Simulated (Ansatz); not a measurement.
**Question.** Lu (hcp (Mg type), space group No. 194) is relaxed with r²SCAN+D4 (plane waves, PAW; program Ansatz). What lattice parameters of the conventional cell result?

**Answer.** a = 3.497 Å, c = 5.440 Å.

Space group P6_3/mmc (hcp (Mg type)). Symmetry was held in the r²SCAN+D4 relaxation. The pairwise dispersion correction was not fitted to metals. Axis ratios of metals converge slowly with the k-mesh, so a and c are less sure than the volume. Scalar-relativistic: spin–orbit coupling is off unless named, which matters more the heavier the elements.

Potentials: the earlier of the program's two PAW sets.
